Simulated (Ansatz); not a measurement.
SiGe:
```xyz
4
Lattice="3.9198 0.0000 0.0000 0.0000 3.9257 0.0000 0.0000 0.0000 5.5342" Properties=species:S:1:pos:R:3 pbc="T T T"
Si     2.9399     0.0000     4.8714
Si     0.9800     0.0000     0.6628
Ge     0.9800     1.9628     2.0430
Ge     2.9399     1.9628     3.4912
```

Relaxed with PBEsol.

Question: Decompose the optical modes at the zone centre into irreducible representations, and say which are infrared and Raman allowed.

Answer: Point group mmm: Γ_opt = 2Ag + B1u + 2B2g + B2u + 2B3g + B3u. Infrared: B1u, B2u, B3u. Raman: Ag, B2g, B3g.

Question: Assign frequencies (DFPT, PBEsol in the plane-wave PAW code Ansatz; without the LO–TO term).

Answer: B3g 94, B3u 101, Ag 262, B2g 279, B1u 321, B2u 368, B3g 413, Ag 450, B2g 480 cm⁻¹.

Subscripts of B labels follow the axes of the standard setting.

Space group Pmma. The start of the workflow was typed in or built on a structure type; neither database checked (COD, Materials Project) lists it. Its standing as an ambient phase is unchecked. Symmetry was held in the PBEsol relaxation; of distortions, only those at the zone centre were tested.

Potentials: the later of the program's two PAW sets.
